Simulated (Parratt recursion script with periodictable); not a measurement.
# Thickness fringes of films on Al2O3 (Neutron reflectivity)

Model: specular neutron reflectivity, Parratt recursion, Névot-Croce roughness, natural isotopes, no magnetic scattering. Program: Parratt recursion script with periodictable 1.7.1.

Neutron wavelength 5.5 Å. Q is scanned from 0.004 to 0.2 Å⁻¹ in 600 evenly spaced points, and the curve is smoothed with a Gaussian of 0.001 Å⁻¹ full width. A minimum is a scan point below both neighbours, placed by a parabola through ln R at the three points.

Each run is one film on Al2O3 (density 3.873 g/cm³, ρ = 5.562 × 10⁻⁶ Å⁻², rms roughness 2.4 Å) under vacuum. The film surface has an rms roughness of 6.5 Å in all runs. ρ and ρ″ are the real and imaginary parts of the scattering length density. The table lists all minima between 0.035 and 0.155 Å⁻¹.

| run | film | thickness d (Å) | density (g/cm³) | ρ (10⁻⁶ Å⁻²) | ρ″ (10⁻⁶ Å⁻²) | minima at Q (Å⁻¹) |
|---|---|---|---|---|---|---|
| A | Hf | 200 | 12.514 | 3.281 | 0.01222 | 0.0489, 0.0796, 0.1107, 0.1419 |
| B | Hf | 200 | 10.65 | 2.792 | 0.01040 | 0.0486, 0.0794, 0.1106, 0.1419 |
| C | Hf | 250 | 12.514 | 3.281 | 0.01222 | ? |
| D | Hf | 400 | 12.514 | 3.281 | 0.01222 | 0.0413, 0.0565, 0.0718, 0.0874, 0.1029, 0.1185, 0.1341, 0.1498 |

Densities are inputs, not measurements. They were set from computed cells of the Materials Project: Hf from entry mp-103 (P6₃/mmc, 13.313 g/cm³, taken at 80 and 94 %); Al2O3 from entry mp-1143 (R-3c, 3.873 g/cm³). A layer's crystal structure does not enter its constants, only its composition and density.

**Question.** How many minima does run C have between 0.035 and 0.155 Å⁻¹, and where?

**Answer.** Inside a film the fringe order is m = (d/2π)(Q² − 16πρ)^½, with the film's own ρ. Where the film's ρ lies between zero and the substrate's, its two faces reflect with the same sign, and minima are expected at half-integer m.

- Run A, ρ between zero and the substrate's: the minima give m = 1.50, 2.50, 3.50, 4.50.
- Run B, ρ between zero and the substrate's: the minima give m = 1.50, 2.50, 3.50, 4.50.
- Run D, ρ between zero and the substrate's: the minima give m = 2.50, 3.50, 4.50, 5.50, 6.50, 7.50, 8.50, 9.50.

In run C the film's ρ lies between zero and the substrate's, so take half-integer m. The window runs from m = 1.30 to 6.15 and holds m = 1.5, 2.5, 3.5, 4.5, 5.5. Then Q² = 16πρ + (2πm/d)² gives Q = 0.0398, 0.0641, 0.0889, 0.1138, 0.1388 Å⁻¹.

The run has 5 minima, at 0.0399, 0.0642, 0.0889, 0.1138, 0.1388 Å⁻¹. The largest distance from one of them to an estimated minimum is 0.0001 Å⁻¹, against a mean spacing of 0.0247 Å⁻¹.
